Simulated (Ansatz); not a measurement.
Relaxed BaTiO$_{3}$ (cubic perovskite):

```
BaTiO3
1.0
    4.01946     0.00000     0.00000
    0.00000     4.01946     0.00000
    0.00000     0.00000     4.01946
Ba Ti O
1 1 3
Direct
  0.00000   0.00000   0.00000
  0.50000   0.50000   0.50000
  0.00000   0.50000   0.50000
  0.50000   0.50000   0.00000
  0.50000   0.00000   0.50000
```

Scan: atom 5 (O, nearest neighbour Ti at 2.010 Å; its periodic images, 4.0 Å or more away, move with it) is displaced along Cartesian z, direction (0.000, 0.000, 1.000) in Cartesian axes, by s. The other atoms stay.

Calculation: PBE (plane waves to 420 eV, PAW, scalar-relativistic; Ansatz, a program for electronic structure). k mesh 7×7×7 (Γ-centred), Fermi-Dirac smearing 0.05 eV. The energy includes the smearing's −TS. BaTiO3 is run without spin polarisation. BaTiO3 was relaxed with its symmetry unable to fall. The PAW data are Ansatz's earlier set. This is a high-temperature form of BaTiO3. The zero of ΔE is the undisplaced structure.

```csv
s (Å),ΔE (meV/cell)
-0.200,105.5
-0.160,67.2
-0.120,37.6
-0.080,16.7
-0.040,4.2
0.000,0.0
0.040,4.2
0.080,16.7
0.120,37.6
0.160,67.2
0.200,105.5
```

What force constant k = d²E/ds² at s = 0 does the table give?

5.2 eV/Å². It is the second difference of the nearest points, corrected with the next pair.

With k = 5.19 eV/Å² from the forces, is the well harmonic out to s = 0.200 Å?

½ks² = 103.9 meV/cell against the computed 105.5 meV/cell, so the well is close to harmonic there.

(A displaced cell: forces are minus the slopes of the energy, force constants its curvatures, and phonons follow from these.)
